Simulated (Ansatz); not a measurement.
SnO$_{2}$:
```
CELL_PARAMETERS angstrom
      4.76854     0.00000     0.00000
      0.00000     4.76854     0.00000
      0.00000     0.00000     3.21139
ATOMIC_POSITIONS crystal
  Sn 0.00000 0.00000 0.00000
  Sn 0.50000 0.50000 0.50000
  O  0.80630 0.80630 0.50000
  O  0.19370 0.19370 0.50000
  O  0.30630 0.69370 0.00000
  O  0.69370 0.30630 0.00000
```

Relaxed with PBEsol. PBEsol (plane waves, PAW; program Ansatz) gives a gap of 0.92 eV.

Problem. What gap does HSE06 give on the same cell (Ansatz, PAW)?

Solution. 2.76 eV, 1.83 eV more. The hybrid was solved on a coarser mesh and at special points; the gap given is the minimum over both.

```csv
k,v1 PBEsol,c1 PBEsol,v1 HSE06,c1 HSE06
Γ,0.00,0.92,0.00,2.76
Z,-1.24,5.88,-1.31,8.10
M,-0.89,4.54,…,…
A,-0.82,4.57,…,…
R,-0.73,6.16,…,…
X,-0.63,4.14,…,…
```

Problem. Top valence (v1) and lowest conduction level (c1) in eV from each method's valence maximum (which need not be a listed point): supply the withheld HSE06 values.

Solution. 
- M, v1 HSE06: -0.95
- M, c1 HSE06: 6.59
- X, v1 HSE06: -0.58
- X, c1 HSE06: 6.10
- A, v1 HSE06: -0.88
- A, c1 HSE06: 6.63
- R, v1 HSE06: -0.51
- R, c1 HSE06: 8.39

Cost on shared cores: the PBEsol run (SCF on a 6×6×9 mesh, then bands and DOS) very roughly 22 core-seconds, the HSE06 run (SCF on 4×4×5, then a few points) very roughly 80 core-seconds; the tasks are unlike.

Space group P4_2/mnm (rutile). The PBEsol relaxation kept the symmetry of its start. Scalar-relativistic: spin–orbit coupling is off unless named, which matters more the heavier the elements.

Potentials: the earlier of the program's two PAW sets. The files were generated under PBE; for other functionals the program regenerates the frozen cores, and for LDA and PBEsol the local potential too.
